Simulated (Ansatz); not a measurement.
**SnSe2 as a free-standing sheet: computed properties**

SnSe₂:
```
CELL_PARAMETERS angstrom
      3.82179     0.00000     0.00000
     -1.91090     3.30977     0.00000
      0.00000     0.00000    33.00000
ATOMIC_POSITIONS crystal
  Se 0.66667 0.33333 0.54775
  Sn 0.00000 0.00000 0.50000
  Se 0.33333 0.66667 0.45225
```
Free-standing layer in the xy plane with vacuum along z and no interaction between images.

Method: r²SCAN+D4 (plane waves, PAW; program Ansatz). Lattice and atoms are relaxed at this level; other levels are named.

Structure:

```yaml
In-plane lattice: a = 3.822 Å
distance_between_the_outermost_nuclei: 3.15 Å
exfoliation_energy_from_the_relaxed_bulk_parent: 15 meV/Å²
```

Electronic structure:

```yaml
band_gap: 1.12 eV (indirect)
valence_band_maximum: on the Γ–M line, 26 % of the way from Γ
conduction_band_minimum: at M
Ionisation potential (Kohn–Sham): 6.34 eV
Electron affinity (Kohn–Sham): 5.21 eV
Electron effective mass, in the valley at M: 0.21 along x, 0.68 along y (mₑ)
Hole effective mass, in the valley on the Γ–M line, 26 % of the way from Γ: 0.21 along x, 1.5 along y (mₑ)
Electron effective mass with spin–orbit coupling, in the valley at M: 0.22 along x, 0.69 along y (mₑ)
Hole effective mass with spin–orbit coupling, in the valley at Γ: 0.44 mₑ
Gap with spin–orbit coupling: 1.10 eV
HSE06 gap on the r²SCAN+D4 cell: 1.48 eV
HSE06 ionisation potential: 6.55 eV
```

Charges:

```yaml
bader_charges: Se -0.69, Sn +1.39 e
```

Space group P-3m1 (1T). A layer that has been made, often on a substrate. The cell was relaxed with r²SCAN+D4 under the symmetry of its start; whether a distortion lowers the energy is not shown. Scalar-relativistic: spin–orbit coupling is off unless named, which matters more the heavier the elements.

Potentials: the later of the program's two PAW sets.
